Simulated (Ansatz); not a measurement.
AlP in space group P6_222 (No. 180; Al on 3d, P on 3c), a = 3.8212 Å, b = 3.8212 Å, c = 8.6325 Å, α = 90.00°, β = 90.00°, γ = 120.00°.

Relaxed with PBEsol. The program Ansatz at the PBEsol level (PAW) gives a gap of 0.84 eV.

What gap does HSE06 give on the same cell (Ansatz, PAW)?

1.57 eV, 0.73 eV more. The hybrid was solved on a coarser mesh and at special points; its gap is the smallest among all of these.

Cost on shared cores: the PBEsol run (SCF on a 8×8×4 mesh, then bands and DOS) roughly 40 core-seconds, the HSE06 run (SCF on 5×5×2, then a few points) about 80 core-seconds (a rough figure); the tasks are unlike.

The start of the workflow was typed in or built on a structure type; neither database checked (COD, Materials Project) lists it. It is not the phase usual at ambient conditions (space group No. 216). The PBEsol relaxation kept the symmetry of its start; of distortions, only those at the zone centre were tested.

Potentials: the later of the program's two PAW sets.
